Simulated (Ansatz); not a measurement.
An Ansatz input:

```yaml
crystal:
  lattice:
    - [-1.1474615458, 1.1474615458, 1.1474615458]
    - [1.1474615458, -1.1474615458, 1.1474615458]
    - [1.1474615458, 1.1474615458, -1.1474615458]
  atoms:
    - { symbol: B, position: [0.0, 0.0, 0.0] }
hamiltonian:
  xc: r2scan
  pseudopotentials:
    kind: paw
    azcp:
      B: "pseudopotentials/B.paw.azcp"
basis:
  ecutwfc: 500
  fft_grid_basis: typed
kpoints:
  mp_grid: { grid: [31, 31, 31], shift: [0, 0, 0] }
magnetization:
  spin_polarized: false
scf:
  occupations: { method: fermi_dirac, width: 0.1 }
output:
  write_density: true
  write_potential: true
  elf: true
  volumetric_format: npy
```

Output

```
Engine: ansatz 0.2.0, x86_64-unknown-linux-gnu
Pseudopotentials: kind: paw
Pseudopotential: B, paw, valence charge 3, recommended cutoff 500 eV (meta_gga) 
Functional definition: r2SCAN
  parameter k0 = 0.174
  parameter k1 = 0.065
  parameter a1 = 4.9479
  exchange = r2scan_x(k0 = k0, k1 = k1, a1 = a1)
  correlation = r2scan_c
Crystal: 1 atoms, lattice volume = 6.043 Å³
Basis set: ecut = 500 eV, 141 PW (Γ), exchange–correlation on 60×60×60 points (64 copies of the dense FFT grid, shifted against one another)
Bands: 6, of which v1, the nominal top of the filled ones, is band 2 counted from 1 (1 counted from 0)
Symmetry: 48 space group operations
Space group: Im-3m (ITA 229), of the structure as read, at distance tolerance 1.8e-5 Å
k-points: 816 of 29791
Non-local potential: B, projectors of the file, l = 0: 2, l = 1: 2, l = 2: 1
PAW form: soft (Blöchl's): semilocal exchange-correlation on the pseudo side does not see the compensation charge
PAW frozen core: B, regenerated for the run's functional (the file was generated under x = pbe(κ = 0.804, μ = 0.2195149727645171), c = pbe(β = 0.06672455060314922))
PAW one-centre angular grid: B, 302 points (default); XC on 160 Gauss nodes
Initial density: superposition of atomic densities (neutral atoms: chi_scale 0, normalization atom), corrected by the library's trained network
Initial wavefunctions: pseudopotential atomic-orbital guess
Functional: x = r2scan, c = r2scan; τ floored in thin density (d = 2e-4 eV/Å³)
SCF iter   1: F=—  HF=-154.707078 eV  |F-HF|=—  |Δ(HF+E_count)|=         —  Δρ=1.03e-2  dr2=3.73e-3  dr2_τ=7.34e-2  ethr=1.77e-3  ⟨swp⟩=4.9  Hψ=39272  notcnv=0
SCF iter   2: F=—  HF=-154.721494 eV  |F-HF|=—  |Δ(HF+E_count)|=   1.44e-2  Δρ=7.49e-3  dr2=1.99e-3  dr2_τ=1.45e-5  ethr=1.24e-4  ⟨swp⟩=2.6  Hψ=15682  notcnv=0  defer=275
SCF iter   3: F=—  HF=-154.721434 eV  |F-HF|=—  |Δ(HF+E_count)|=   5.97e-5  Δρ=3.12e-3  dr2=3.46e-4  dr2_τ=9.92e-6  ethr=6.63e-5  ⟨swp⟩=1.2  Hψ=4905  notcnv=0  defer=275
SCF iter   4: F=—  HF=-154.721421 eV  |F-HF|=—  |Δ(HF+E_count)|=   1.28e-5  Δρ=1.23e-3  dr2=5.41e-5  dr2_τ=1.82e-7  ethr=1.15e-5  ⟨swp⟩=1.0  Hψ=4637  notcnv=0  defer=275
SCF iter   5: F=—  HF=-154.721418 eV  |F-HF|=—  |Δ(HF+E_count)|=   2.80e-6  Δρ=2.35e-4  dr2=1.96e-6  dr2_τ=6.33e-9  ethr=1.80e-6  ⟨swp⟩=1.0  Hψ=4637  notcnv=0  defer=275
SCF iter   6: F=-154.721418 eV  HF=-154.721418 eV  |F-HF|=2.79e-9  |Δ(HF+E_count)|=   7.89e-9  Δρ=2.54e-5  dr2=2.18e-8  dr2_τ=1.31e-10  ethr=3.33e-9  ⟨swp⟩=2.4  Hψ=15393  notcnv=0
SCF 1 converged in 6 iterations: F = -154.721418 eV  dr2 = 2.18e-8
SCF converged after 6 iterations
Free energy (F): -154.721418 eV
Harris-Foulkes:  -154.721418 eV  (|F-HF|=2.79e-9)
Internal energy: -154.715170 eV  (E = F + TS)
E sigma→0 (E₀):  -154.718294 eV
Entropy (-TS):   -0.006249 eV (-6.249 meV/atom)
Fermi energy:    14.159568 eV
--- Per-component energies (eV) ---
  E_band       = 17.323413
  E_kinetic    = 47.449800
  E_local      = 0.229368  (includes V_loc(G=0)·N_el)
  E_nonlocal   = 11.298230
  E_hartree    = 0.156247
  E_xc         = -31.310582
  E_vxc        = -41.575019  (∫ρ·V_xc dr)
  E_paw        = -79.764050  (= ΣΔE_a)
  E_vpaw       = -2.547177  (= ΣTr[D̂ρ^β])
  E_aug_tail   = -0.000001  (compensation charges beyond the density's cutoff)
  E_vtau       = 2.155761  (kinetic-family band-sum trace: ∫τ·v_τ [+ j·A + Jᵃ·Aᵃ] dr)
  E_ewald      = -102.755741
  E_core_change = -0.018442  (= ΣΔE_core)
  E_smearing   = -0.006249  (= −TS)
  E_closure    = 0.000000  (closes the sum)
  Σ components = -154.721418   (vs F -154.721418, Δ=0.00e0)
--- Band table (eV; the first three rows and the last of 816) ---
  k-point 0: bands = ["-6.0459", "31.3855", "31.3855", "31.3855", "49.7440", "49.7440"]
  k-point 1: bands = ["-5.9949", "31.2099", "31.2495", "31.3520", "49.2106", "49.2884"]
  k-point 2: bands = ["-5.8420", "30.6786", "30.8646", "31.2522", "47.8503", "48.0326"]
  k-point 815: bands = ["14.4850", "14.7537", "14.7537", "24.5699", "24.8036", "26.6760"]
```

Launched by

```sh
ansatz run input.yaml --threads 1 --pin off --max-ram 3584MiB --backend cpu --events-out ev --progress --plain --runs-dir out
```

On 1 thread of Intel(R) Xeon(R) Platinum 8259CL CPU @ 2.50GHz (Skylake/Cascade Lake) (shared host) this took about 9.6 s of wall time and 9.6 s of CPU time.
